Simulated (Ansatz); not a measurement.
Mo (bcc, W type)

```xyz
1
Lattice="-1.5753 1.5753 1.5753 1.5753 -1.5753 1.5753 1.5753 1.5753 -1.5753" Properties=species:S:1:pos:R:3 pbc="T T T"
Mo     0.0000     0.0000     0.0000
```

The numbers are results of r2SCAN (plane waves to 500 eV, PAW, scalar-relativistic; Ansatz, a program for electronic structure), not measurements. Harmonic phonons by density-functional perturbation theory on a 22×22×22 k mesh, in cm⁻¹ and rounded to 5; i marks imaginary ones, q is in fractions of the reciprocal vectors of the cell shown, and the three acoustic modes at Γ are left out. The program warned that its band solver left a few bands short of their tolerance. Mo is run without spin polarisation. Mo was relaxed with its symmetry unable to fall.

Task: Is the structure dynamically stable at N = (0.5, 0.0, 0.0), H = (0.5, 0.5, 0.5)?

Result: No imaginary mode at these points (lowest 125 cm⁻¹ at N = (0.5, 0.0, 0.0)); other wave vectors were not tested.

Task: Predict the phonon wavenumbers at N = (0.5, 0.0, 0.0), H = (0.5, 0.5, 0.5).

Result: 
```tsv
q	wavenumbers (cm⁻¹)
N = (0.5, 0.0, 0.0)	125, 205, 270
H = (0.5, 0.5, 0.5)	150 (×3)
```
